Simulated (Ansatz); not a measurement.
## Fermi surface of CuPt (R-3m)

```
Cu Pt
1.0
     1.35946    0.78489    4.25122
    -1.35946    0.78489    4.25122
     0.00000   -1.56977    4.25122
Cu Pt
1 1
Direct
  0.00000 0.00000 0.00000
  0.50000 0.50000 0.50000
```

Conventional cell: a = 2.719 Å, b = 2.719 Å, c = 12.754 Å, α = 90.00°, β = 90.00°, γ = 120.00°. Around Cu (atom 1) lie 6 Pt at 2.64 Å and 6 Cu at 2.72 Å. Pt (atom 2) has 6 Cu at 2.64 Å and 6 Pt at 2.72 Å as nearest neighbours.

Computed, not measured; unless marked otherwise by r²SCAN, PAW on Ansatz 0.2.0's default frozen-core files (fitted under PBE), scalar-relativistic. k mesh 14×14×14, fine mesh 24×24×24, Fermi-Dirac smearing of 0.050 eV, cutoff 500 eV. The cell was relaxed by PAW under this functional. This phase needn't be the one found at ambient conditions.

Levels and slopes are solved on a 24×24×24 mesh, and each state is taken as quadratic over its cell.

Q: What is the density of states at the Fermi level, and which bare Sommerfeld coefficient follows?

A: N(E_F) = 0.365 states/eV/atom (both spins), so γ = (π²/3) k_B² N(E_F) = 0.861 mJ/(mol-atom K²) without electron-phonon or spin-fluctuation enhancement.

Q: What Drude plasma energy and σ/τ do the band velocities give?

A: (ħω_p,α)² = (e²/ε₀VN_k) Σ_nkσ (∂E/∂k_α)² δ(E − E_F) gives ħω_p = (8.01, 8.01, 5.21) eV along x, y, z, and σ/τ = ε₀ω_p² = 13.1×10²⁰ Ω⁻¹m⁻¹s⁻¹ along x. Weighted by the density of states, the mean Fermi speed is 0.837×10⁶ m/s; the surface has an area of 18.3 Å⁻² for each spin direction.

Q: Which bands cross the Fermi level, and what do they carry?

A: 

```tsv
band	filled part	N (states/eV/cell)	speed (10⁶ m/s)	5th to 95th percentile	area (Å⁻²)	filling
1	0.97	0.148	0.871	0.62 to 1.13	3.86	nearly full
2	0.45	0.36	0.879	0.52 to 1.18	9.5	partly filled
3	0.08	0.223	0.747	0.38 to 1.02	4.99	nearly empty
```

Q: Map the plane k₃ = 1/2 of the mesh: how many bands lie under the Fermi level at each point, counted from the least on the plane?

A: k₁ runs to the right and k₂ upwards, each from −½ to ½ with 0 in the middle (the axes needn't be at right angles):
```
333333322111111222333333
333333221111111222233333
333332111111111222223333
333321111111111222222333
333211111111111222222233
332111111111111222222223
322111111111111222222222
221111111111111222222222
211111111111111222222222
111111111111111111111111
111111111111001111111111
111111111110001111111111
111111111110011111111111
111111111111111111111111
222222222211111111111111
222222222211111111111112
322222222211111111111122
332222222211111111111123
333222222211111111111233
333322222211111111112333
333332222211111111123333
333333222211111112233333
333333322211111122333333
333333332211111223333333
```

Q: On PAW files the program sums the optical response inside the mesh cells, interband lines and its own Drude term. Where does ε₁ rise through zero (a sharp plasmon if ε₂ is small there), and how much light is reflected?

A: 

| Property | Result |
| --- | --- |
| Fine mesh | 24, 24, 24 |
| Window top | 30 eV |
| Line width | 0.25 eV |
| Drude damping | 0.2 eV |
| ε₁ rises through zero at x | 5.6, 7.33, 10, 24.1 eV |
| ε₂ there x | 4.45, 4.87, 2.82, 1.28 |
| ε₁ rises through zero at z | 5.53, 24.26 eV |
| ε₂ there z | 4.69, 1.53 |
| Plasma energy (x, y, z) | 8.003, 8.003, 5.115 eV |
| Reflectivity at 1 eV, x-polarised | 0.8481 |
| Reflectivity at 2 eV, x-polarised | 0.6701 |
| Reflectivity at 3 eV, x-polarised | 0.5796 |

The plasma energy here is the program's own sum at the run's smearing; it differs from the value above by up to 2 %, through mesh and smearing.

Limits of these numbers: frozen-core PAW files fitted under PBE, their cores solved anew for the functional of the run; no spin-orbit coupling on heavy atoms; filled d bands lie too high at this level, so their transitions start too early; these sums move with the mesh, by several per cent and more for small sheets.
